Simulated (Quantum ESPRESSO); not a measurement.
## SiMgInGaP4 (finding a planted mistake in a log)

Simulated, not a measurement. The program is pw.x of Quantum ESPRESSO 7.5 (plane-wave density functional theory). The cell is made up: 8 atoms on a zincblende/diamond lattice, with randomly drawn elements, strain and displacements, not relaxed. PseudoDojo standard norm-conserving files (v0.5 for PBE, v0.4.1 for LDA and PBEsol) set the functional; there is no spin polarisation, spin-orbit coupling or dispersion term, and the masses in the input are unused placeholders.

Intended input:

```
&control calculation='scf', pseudo_dir='./dojo.nc.sr.pbe.v0_5.standard.upf', outdir='./o', disk_io='low', tprnfor=.true., tstress=.true. /
&system ibrav=0, nat=8, ntyp=5, nbnd=36, ecutwfc=84.00895049, nosym=.true., tot_charge=0,
 occupations='smearing', smearing='fd', degauss=0.0018374661
/
&electrons conv_thr=7.350e-09, electron_maxstep=60, /
ATOMIC_SPECIES
Ga 1.0 Ga.upf
In 1.0 In.upf
Mg 1.0 Mg.upf
P 1.0 P.upf
Si 1.0 Si.upf
CELL_PARAMETERS angstrom
5.6099 -0.0133 -0.0658
-0.0133 5.5032 0.0146
-0.0658 0.0146 5.3907
ATOMIC_POSITIONS angstrom
Si 0.0642 0.0338 0.0304
Mg -0.0203 2.7873 2.7287
In 2.7623 0.0577 2.7329
Ga 2.7691 2.8032 -0.0491
P 1.3518 1.4182 1.1937
P 1.3856 4.1073 4.0597
P 4.1656 1.3512 3.959
P 4.2606 4.0489 1.29
K_POINTS automatic
4 4 4 1 1 1
```

The log is shortened where brackets say so; the opening notice, blank lines, dates and the lines on written files are dropped, and the path of the files is cut. It prints rydbergs, bohrs and kilobars, and counts compression as positive stress.

Log of the intended run:

```
     Program PWSCF v.7.5
     Parallel version (MPI & OpenMP), running on       4 processor cores
     Number of MPI processes:                 4
     Threads/MPI process:                     1
     [start-up lines left out]
     bravais-lattice index     =            0
     lattice parameter (alat)  =      10.6019  a.u.
     unit-cell volume          =    1122.9087 (a.u.)^3
     number of atoms/cell      =            8
     number of atomic types    =            5
     number of electrons       =        60.00
     number of Kohn-Sham states=           36
     kinetic-energy cutoff     =      84.0090  Ry
     charge density cutoff     =     336.0358  Ry
     scf convergence threshold =      7.3E-09
     mixing beta               =       0.7000
     number of iterations used =            8  plain     mixing
     Exchange-correlation= PBE
                           (   1   4   3   4   0   0   0)
     [axes and pseudopotential details left out]
   Cartesian axes
     site n.     atom                  positions (alat units)
         1        Si     tau(   1) = (   0.0114432   0.0060246   0.0054186  )
         2        Mg     tau(   2) = (  -0.0036183   0.4968182   0.4863731  )
         3        In     tau(   3) = (   0.4923621   0.0102847   0.4871218  )
         4        Ga     tau(   4) = (   0.4935742   0.4996523  -0.0087518  )
         5        P      tau(   5) = (   0.2409496   0.2527850   0.2127693  )
         6        P      tau(   6) = (   0.2469742   0.7320997   0.7236153  )
         7        P      tau(   7) = (   0.7424913   0.2408427   0.7056662  )
         8        P      tau(   8) = (   0.7594244   0.7216903   0.2299342  )
     number of k points=    32  Fermi-Dirac smearing, width (Ry)=  0.0018
                       cart. coord. in units 2pi/alat
        k(    1) = (   0.1268510   0.1273910   0.1312955), wk =   0.0625000
        k(    2) = (   0.1299016   0.1267080   0.3915189), wk =   0.0625000
     [further k points left out]
     Dense  grid:   116813 G-vectors     FFT dimensions: (  64,  64,  60)
     Estimated max dynamical RAM per process >     221.50 MB
     Estimated total dynamical RAM >     800.43 MB
     Initial potential from superposition of free atoms
     starting charge      59.9915, renormalised to      60.0000
     Starting wfcs are   43 randomized atomic wfcs
     total cpu time spent up to now is        4.1 secs
     per-process dynamical memory:   163.7 Mb
     Self-consistent Calculation
     iteration #  1     ecut=    84.01 Ry     beta= 0.70
     Davidson diagonalization with overlap
     ethr =  1.00E-02,  avg # of iterations =  4.4
     Threshold (ethr) on eigenvalues was too large:
     Diagonalizing with lowered threshold
     Davidson diagonalization with overlap
     ethr =  6.30E-04,  avg # of iterations =  1.5
     total cpu time spent up to now is       15.8 secs
     total energy              =    -468.49292299 Ry
     estimated scf accuracy    <       0.38449650 Ry
     iteration #  2     ecut=    84.01 Ry     beta= 0.70
     Davidson diagonalization with overlap
     ethr =  6.41E-04,  avg # of iterations =  2.1
     total cpu time spent up to now is       22.0 secs
     total energy              =    -468.58096007 Ry
     estimated scf accuracy    <       0.09838781 Ry
     [iterations 3 to 9 left out]
     iteration # 10     ecut=    84.01 Ry     beta= 0.70
     Davidson diagonalization with overlap
     ethr =  4.20E-11,  avg # of iterations =  3.2
     total cpu time spent up to now is       74.7 secs
     total energy              =    -468.60304868 Ry
     estimated scf accuracy    <          7.4E-09 Ry
     iteration # 11     ecut=    84.01 Ry     beta= 0.70
     Davidson diagonalization with overlap
     ethr =  1.24E-11,  avg # of iterations =  2.1
     total cpu time spent up to now is       80.5 secs
     End of self-consistent calculation
     [lines on levels left out]
!    total energy              =    -468.60304868 Ry
     estimated scf accuracy    <          3.9E-10 Ry
     smearing contrib. (-TS)   =      -0.00000000 Ry
     internal energy E=F+TS    =    -468.60304868 Ry
     The total energy is F=E-TS. E is the sum of the following terms:
     one-electron contribution =    -237.06075798 Ry
     hartree contribution      =     149.00829010 Ry
     xc contribution           =    -117.65720498 Ry
     ewald contribution        =    -262.89337582 Ry
     convergence has been achieved in  11 iterations
     Forces acting on atoms (cartesian axes, Ry/au):
     atom    1 type  5   force =    -0.03494275   -0.03478120   -0.03099925
     atom    2 type  3   force =     0.01443285   -0.03552937   -0.00026162
     atom    3 type  2   force =    -0.02180272   -0.04899932   -0.08562086
     atom    4 type  1   force =     0.04581135   -0.02694861    0.00288487
     atom    5 type  4   force =    -0.00779826   -0.00153777    0.00534889
     atom    6 type  4   force =    -0.05921873    0.03537443    0.04767806
     atom    7 type  4   force =     0.07462847    0.04895535    0.11037536
     atom    8 type  4   force =    -0.01111021    0.06346648   -0.04940544
     Total force =     0.227524     Total SCF correction =     0.000052
     Computing stress (Cartesian axis) and pressure
          total   stress  (Ry/bohr**3)                   (kbar)     P=       76.68
   0.00042282   0.00025526   0.00032650           62.20       37.55       48.03
   0.00025526   0.00050868  -0.00003515           37.55       74.83       -5.17
   0.00032650  -0.00003515   0.00063221           48.03       -5.17       93.00
     init_run     :      3.77s CPU      3.95s WALL (       1 calls)
     electrons    :     75.20s CPU     76.49s WALL (       1 calls)
     forces       :      1.13s CPU      1.18s WALL (       1 calls)
     stress       :      3.54s CPU      3.59s WALL (       1 calls)
     [timing details left out]
     PWSCF        :   1m23.82s CPU   1m25.46s WALL
     JOB DONE.
```

A second run was made from an input with one planted mistake. Its log:

```
     Program PWSCF v.7.5
     Parallel version (MPI & OpenMP), running on       4 processor cores
     Number of MPI processes:                 4
     Threads/MPI process:                     1
     [start-up lines left out]
     bravais-lattice index     =            0
     lattice parameter (alat)  =      10.6019  a.u.
     unit-cell volume          =    1122.9087 (a.u.)^3
     number of atoms/cell      =            8
     number of atomic types    =            5
     number of electrons       =        60.00
     number of Kohn-Sham states=           36
     kinetic-energy cutoff     =      84.0090  Ry
     charge density cutoff     =     336.0358  Ry
     scf convergence threshold =      7.3E-09
     mixing beta               =       0.7000
     number of iterations used =            8  plain     mixing
     Exchange-correlation= PBE
                           (   1   4   3   4   0   0   0)
     [axes and pseudopotential details left out]
   Cartesian axes
     site n.     atom                  positions (alat units)
         1        Si     tau(   1) = (   0.0114432   0.0060246   0.0054186  )
         2        Mg     tau(   2) = (  -0.0036183   0.4968182   0.4863731  )
         3        In     tau(   3) = (   0.4923621   0.0102847   0.4871218  )
         4        Ga     tau(   4) = (   0.4935742   0.4996523  -0.0087518  )
         5        P      tau(   5) = (   0.2409496   0.2527850   0.2127693  )
         6        P      tau(   6) = (   0.2469742   0.7320997   0.7236153  )
         7        P      tau(   7) = (   0.7424913   0.2408427   0.7056662  )
         8        P      tau(   8) = (   0.7594244   0.7216903   0.2299342  )
     number of k points=     4  Fermi-Dirac smearing, width (Ry)=  0.0018
                       cart. coord. in units 2pi/alat
        k(    1) = (   0.2537019   0.2547819   0.2625910), wk =   0.5000000
        k(    2) = (   0.2476007   0.2561479  -0.2578558), wk =   0.5000000
     [further k points left out]
     Dense  grid:   116813 G-vectors     FFT dimensions: (  64,  64,  60)
     Estimated max dynamical RAM per process >     157.33 MB
     Estimated total dynamical RAM >     543.77 MB
     Initial potential from superposition of free atoms
     starting charge      59.9915, renormalised to      60.0000
     Starting wfcs are   43 randomized atomic wfcs
     total cpu time spent up to now is        2.7 secs
     per-process dynamical memory:    97.5 Mb
     Self-consistent Calculation
     iteration #  1     ecut=    84.01 Ry     beta= 0.70
     Davidson diagonalization with overlap
     ethr =  1.00E-02,  avg # of iterations =  4.2
     Threshold (ethr) on eigenvalues was too large:
     Diagonalizing with lowered threshold
     Davidson diagonalization with overlap
     ethr =  6.73E-04,  avg # of iterations =  1.5
     total cpu time spent up to now is        5.1 secs
     total energy              =    -468.45705357 Ry
     estimated scf accuracy    <       0.40933595 Ry
     iteration #  2     ecut=    84.01 Ry     beta= 0.70
     Davidson diagonalization with overlap
     ethr =  6.82E-04,  avg # of iterations =  2.2
     total cpu time spent up to now is        6.0 secs
     total energy              =    -468.54981563 Ry
     estimated scf accuracy    <       0.10421801 Ry
     [iterations 3 to 9 left out]
     iteration # 10     ecut=    84.01 Ry     beta= 0.70
     Davidson diagonalization with overlap
     ethr =  5.24E-11,  avg # of iterations =  2.0
     total cpu time spent up to now is       14.2 secs
     total energy              =    -468.57326061 Ry
     estimated scf accuracy    <          7.4E-09 Ry
     iteration # 11     ecut=    84.01 Ry     beta= 0.70
     Davidson diagonalization with overlap
     ethr =  1.24E-11,  avg # of iterations =  2.5
     total cpu time spent up to now is       15.0 secs
     End of self-consistent calculation
     [lines on levels left out]
!    total energy              =    -468.57326061 Ry
     estimated scf accuracy    <          4.5E-10 Ry
     smearing contrib. (-TS)   =      -0.00000000 Ry
     internal energy E=F+TS    =    -468.57326061 Ry
     The total energy is F=E-TS. E is the sum of the following terms:
     one-electron contribution =    -237.07735304 Ry
     hartree contribution      =     149.08403892 Ry
     xc contribution           =    -117.68657067 Ry
     ewald contribution        =    -262.89337582 Ry
     convergence has been achieved in  11 iterations
     Forces acting on atoms (cartesian axes, Ry/au):
     atom    1 type  5   force =    -0.03528839   -0.03446175   -0.03122150
     atom    2 type  3   force =     0.01383664   -0.03506087   -0.00071033
     atom    3 type  2   force =    -0.02146892   -0.04935215   -0.08579947
     atom    4 type  1   force =     0.04533041   -0.02696558    0.00258861
     atom    5 type  4   force =    -0.00982571   -0.00246374    0.00334784
     atom    6 type  4   force =    -0.05942597    0.03623204    0.04980267
     atom    7 type  4   force =     0.07614009    0.04784905    0.11220176
     atom    8 type  4   force =    -0.00929815    0.06422301   -0.05020960
     Total force =     0.229613     Total SCF correction =     0.000051
     Computing stress (Cartesian axis) and pressure
          total   stress  (Ry/bohr**3)                   (kbar)     P=       80.07
   0.00044296   0.00025037   0.00031579           65.16       36.83       46.45
   0.00025037   0.00053331  -0.00003091           36.83       78.45       -4.55
   0.00031579  -0.00003091   0.00065671           46.45       -4.55       96.61
     init_run     :      2.11s CPU      2.21s WALL (       1 calls)
     electrons    :     12.13s CPU     12.38s WALL (       1 calls)
     forces       :      0.31s CPU      0.35s WALL (       1 calls)
     stress       :      0.68s CPU      0.68s WALL (       1 calls)
     [timing details left out]
     PWSCF        :     15.70s CPU     16.14s WALL
     JOB DONE.
```

Question: what was wrong in the second input?

Answer: the k-point mesh is too coarse. The input lines that differ, file-writing options aside:

```
- 4 4 4 1 1 1
+ 2 2 2 1 1 1
```

|  | intended run | run with the mistake |
| --- | --- | --- |
| free energy (eV) | -6375.669 | -6375.264 |
| smearing term -TS (eV) | 0.0000 | 0.0000 |
| pressure (GPa) | 7.67 | 8.01 |
| largest force component (eV/Å) | 2.838 | 2.885 |
| largest change of a force component (eV/Å) |  | 0.055 |
| iterations | 11 | 11 |

For scale, a rerun of the intended cell at 1437 eV and a 6 x 6 x 6 mesh moved values by no more than 0.008 eV in energy, 0.02 GPa in stress and 0.004 eV/Å in force.